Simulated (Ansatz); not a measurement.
# From three elastic constants to directional properties of PIr$_{2}$

Level of theory: DFT PBEsol, scalar-relativistic, plane waves, PAW in Ansatz. Cutoff 420 eV, 14×14×14 k-points (Γ-centred), Fermi-Dirac smearing of 0.15 eV. No spin polarisation.

Equilibrium structure at this level:
```cif
data_structure
_symmetry_space_group_name_H-M 'Fm-3m'
_symmetry_Int_Tables_number 225
_cell_length_a 5.5338
_cell_length_b 5.5338
_cell_length_c 5.5338
_cell_angle_alpha 90.000
_cell_angle_beta 90.000
_cell_angle_gamma 90.000
_cell_volume 169.46
loop_
_atom_site_label
_atom_site_type_symbol
_atom_site_symmetry_multiplicity
_atom_site_Wyckoff_symbol
_atom_site_fract_x
_atom_site_fract_y
_atom_site_fract_z
_atom_site_occupancy
P1 P 4 a 0.00000 0.00000 0.00000 1
Ir1 Ir 8 c 0.25000 0.75000 0.75000 1
```

In a metal, frequencies and elastic constants depend on the k mesh and the smearing, soft modes and shear constants most. Spin–orbit coupling is left out, which can shift energies with elements as heavy as these.

With ions relaxed, on the cubic axes: C11 = 623.6, C12 = 144.2, C44 = 53.2 GPa. The density is 16.282 g/cm³. Zone-centre modes weren't checked beside this run.

Question: Is the crystal stable against strain, and how anisotropic is it?

Answer: Born's conditions hold: C11 + 2C12 = 912.0, C11 − C12 = 479.5 and C44 = 53.2 GPa are all positive. B = (C11 + 2C12)/3 = 304.0 GPa. The two shear moduli are C44 and C′ = (C11 − C12)/2 = 239.7 GPa, so Zener's ratio is A = C44/C′ = 0.22: the shear C44 is the soft one, as in NaCl, KCl, the halide perovskites and the bcc metals V, Nb, Cr and Mo. The Cauchy pressure C12 − C44 is 90.9 GPa; it would vanish for pair forces between atoms on inversion centres at zero pressure, and a positive value is usual with metallic or many-body binding, and where atoms off inversion centres relax under shear, which lowers C44.

Question: Give the sound speeds along the three symmetry directions.

Answer: The Christoffel equation gives ρv² for each branch:
```tsv
direction	branch	ρv²	GPa	v (m/s)
[100]	L	C11	623.6	6189
[100]	T (×2)	C44	53.2	1808
[110]	L	(C11 + C12 + 2C44)/2	437.1	5181
[110]	T, u ∥ [001]	C44	53.2	1808
[110]	T, u ∥ [1-10]	(C11 − C12)/2	239.7	3837
[111]	L	(C11 + 2C12 + 4C44)/3	375.0	4799
[111]	T (×2)	(C11 − C12 + C44)/3	177.6	3302
```

Question: How does Young's modulus depend on direction?

Answer: Inverting gives S11 = 1.756, S12 = -0.330, S44 = 18.786 TPa⁻¹. Along a unit vector (l, m, n), 1/E = S11 − 2(S11 − S12 − S44/2)(l²m² + m²n² + n²l²), where the last bracket is 0, 1/4 and 1/3 for [100], [110] and [111]: E = 570, 185 and 151 GPa. With A < 1 the cube edge is stiffest. For a film on (001), the biaxial modulus is C11 + C12 − 2C12²/C11 = 701 GPa and the normal strain is −2C12/C11 = -0.46 times the in-plane one.

Cost: 1 run of about 2 core-minutes, on Intel Xeon Platinum 8375C (Ice Lake) (shared hosts).